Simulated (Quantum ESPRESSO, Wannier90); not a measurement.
**Wannierisation of Sb (R-3m)**

Structure: Materials Project mp-104, symmetrised, not relaxed again. This is the element's usual structure. Level: PBEsol, no spin polarisation, no spin-orbit coupling; pw.x of Quantum ESPRESSO at 64 Ry with PseudoDojo potentials, 8×8×8 k-points, Wannier90. Density: 8×8×8 mesh, cold smearing 0.01 Ry. The cell is built of weakly bound layers, chains or molecules, whose nearest atoms lie 3.43 Å apart. Database cells relaxed without dispersion often hold them too far apart, which can enlarge gaps and weakens couplings between them; spacing and stacking were not compared with the measured crystal. Spin-orbit coupling is left out although heavy elements are present.

On the energy scale of pw.x, whose zero is arbitrary, the Fermi level lies at 9.82 eV.

Isolated groups of bands, relative to the Fermi level (bands from 11 on overlap up to the last one computed):

```json
[
 {"bands": "1–10", "from (eV)": "-29.41", "to (eV)": "-29.15", "filling": "filled", "weight on atomic waves": "Sb 4d 100 %"}
]
```

Input w.win:

```
num_bands = 15
num_wann = 8
exclude_bands = 1-10
num_iter = 800
conv_tol = 1.0e-6
conv_window = 4
dis_num_iter = 1000
dis_conv_tol = 1.0e-6
dis_froz_max = 1.50
write_hr = true
write_u_matrices = true
begin projections
Sb: s;p
end projections
begin unit_cell_cart
ang
   -2.1770649586    3.7707871196    0.0000000000
   -4.3541299171    0.0000000000    0.0000000000
   -2.1770649586    1.2569290399    3.8298800000
end unit_cell_cart
begin atoms_frac
Sb  -0.2682600000 -0.2682600000 -0.1952200000
Sb   0.2682600000  0.2682600000  0.1952200000
end atoms_frac
mp_grid = 8 8 8
begin kpoints
0.0000000000 0.0000000000 0.0000000000
0.0000000000 0.0000000000 0.1250000000
0.0000000000 0.0000000000 0.2500000000
... (509 more lines: the 8x8x8 mesh through Gamma)
end kpoints
```

The run ends without an error message, but its bands miss those of pw.x by 279 meV rms and 1.20 eV at worst (states up to 1.0 eV relative to the Fermi level).

Q: What is the mistake?

A: Window typed relative to the reference level, not as an absolute energy. With that mended (8 functions from bands 11-25 of the 25 computed, start hydrogen-like Sb: s;p, frozen window up to 1.50 eV relative to the Fermi level, outer window open) the misfit is 8.0 meV rms.
